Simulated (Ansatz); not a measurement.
TiRe (CsCl type, Pm-3m) at seven volumes, DFT-r²SCAN in the program Ansatz with PAW potentials, scaled uniformly. One row is withheld.

```
V (Å³/atom)  P (GPa)
-----------  -------
13.591             ?
14.039         16.82
14.487          7.77
14.935          0.00
15.383         -6.68
15.832        -12.41
16.280        -17.32
```

Question: Fit the shown pressures and predict the withheld one.

Answer: P = (3/2)B₀(x^(7/2) − x^(5/2))[1 + (3/4)(B′ − 4)(x − 1)] with x = (V₀/V)^(2/3). Least squares on the six rows gives V₀ = 14.935 Å³/atom, B₀ = 240 GPa, B′ = 4.10. At V = 13.591, x = 1.0649 and P = 27.47 GPa. The run itself gave 27.42 GPa.

The workflow started from an entry of the Crystallography Open Database (COD). Whether it is the stable phase at ambient conditions was not checked. Symmetry was held in the r²SCAN relaxation; its stability against distortions is not shown here. The run is not spin-polarised. Scalar-relativistic: spin–orbit coupling is off unless named, which matters more the heavier the elements.

Potentials: the later of the program's two PAW sets.
